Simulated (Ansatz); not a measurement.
Input:

C:
```xyz
8
Lattice="2.3055 4.5712 0.0000 -2.3055 4.5712 0.0000 -1.5534 0.0000 3.2450" Properties=species:S:1:pos:R:3 pbc="T T T"
C     -0.7867     7.3541     1.4554
C     -0.7667     1.7884     1.7896
C      0.0100     7.3541     0.1671
C     -1.5634     1.7884     3.0779
C     -2.4621     3.0294     2.8513
C      0.9086     6.1130     0.3937
C      0.1319     3.0294     2.0162
C     -1.6854     6.1130     1.2288
```

This is the PBEsol-relaxed structure. Tensor components refer to the Cartesian frame of this cell.

### Question
All from the program Ansatz at the PBEsol level (PAW), unless another level is named. Predict the HSE06 gap on the PBEsol cell.

### Answer
0.94 eV.

### Question
Next, the smallest direct gap on the standard path?

### Answer
1.03 eV.

### Question
Next, the hole effective mass?

### Answer
0.53, 1.2, 2.9 mₑ (principal values).

### Question
And the conduction-band minimum?

### Answer
off the standard path, at k = (0.203, -0.497, -0.422) in fractions of the reciprocal vectors.

### Question
What about the valence-band maximum?

### Answer
at Γ.

Space group C2/c. The start of the workflow was typed in or built on a structure type; neither database checked (COD, Materials Project) lists it. It is not the phase usual at ambient conditions (space group No. 194, 227). The cell was relaxed with PBEsol under the symmetry of its start. At this level the phase is mechanically unstable. The volume moved by 100 % from the start of the relaxation.

Potentials: the later of the program's two PAW sets.
